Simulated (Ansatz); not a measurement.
Cu (fcc (Cu type)), relaxed with PBE (Ansatz, an electronic-structure program, plane waves, PAW): a = b = c = 3.6279 Å, α = β = γ = 90.00°.

**Question.** The same phase is relaxed and computed with r²SCAN+D4 in the same code. What is the cell now?

**Answer.** a = b = c = 3.562 Å, α = β = γ = 90.00°.

All cells were relaxed under the symmetry of their starts (and spin orders); stability against distortions was not tested throughout. Rows with no word on spin ran without spin polarisation.

Potentials: the earlier of the program's two PAW sets.

Ansatz is a plane-wave DFT program.
